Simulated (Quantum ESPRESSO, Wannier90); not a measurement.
Wannier functions of Be₅Pt (F-43m)

```xyz
6
Lattice="0.0000 2.9813 2.9813 2.9813 0.0000 2.9813 2.9813 2.9813 0.0000" Properties=species:S:1:pos:R:3 pbc="T T T"
Be    -1.4906    -1.4906    -1.4907
Be     2.2404     2.2404     2.2404
Be     2.2404     0.7409     0.7409
Be     0.7409     2.2404     0.7409
Be     0.7409     0.7409     2.2404
Pt     0.0000     0.0000     0.0000
```

Materials Project entry mp-1072399; symmetrised, unrelaxed at this level. Not found in the COD (Crystallography Open Database) copy used; not checked further. Method: PBEsol plane waves in Quantum ESPRESSO 7.5 (PseudoDojo norm-conserving files, 71 Ry, no spin polarisation, no spin-orbit coupling), Bloch states on a 4×4×4 mesh through Γ, Wannier90 4.0.1. Density: 12×12×12 mesh, cold smearing 0.01 Ry. Spin-orbit coupling is left out although heavy elements are present. The gap is small at this level and was sampled on the meshes and a path alone.

A tight-binding model is made by disentanglement and projection with no localisation steps (num_iter = 0), so the 29 orbitals stay atom-like: hydrogen-like Be: s;p; Pt: s;p;d, axes along x, y, z; frozen window up to 1.66 eV relative to the valence-band maximum. It follows pw.x to 12 meV rms for states up to 1.2 eV relative to the valence-band maximum. Matrix elements depend on this choice of orbitals and windows.

### Question
What are the on-site energies relative to the valence-band maximum, and how fast do the hoppings decay?

### Answer
| atom | orbitals | energy (eV) |
|---|---|---|
| Be1 | s | 3.90 |
| Be1 | pz px py | 6.85 |
| Be2 | s | 5.95 |
| Be2 | pz px py | 7.93 |
| Be3 | s | 5.95 |
| Be3 | pz px py | 7.93 |
| Be4 | s | 5.95 |
| Be4 | pz px py | 7.93 |
| Be5 | s | 5.95 |
| Be5 | pz px py | 7.93 |
| Pt6 | s | 3.51 |
| Pt6 | pz px py | 12.42 |
| Pt6 | dz2 dx2-y2 | -3.69 |
| Pt6 | dxz dyz dxy | -3.73 |

```tsv
distance of the centres (Å)	largest modulus (eV)
2–3	2.3
3–4	0.36
4–5	0.43
5–6	0.22
```
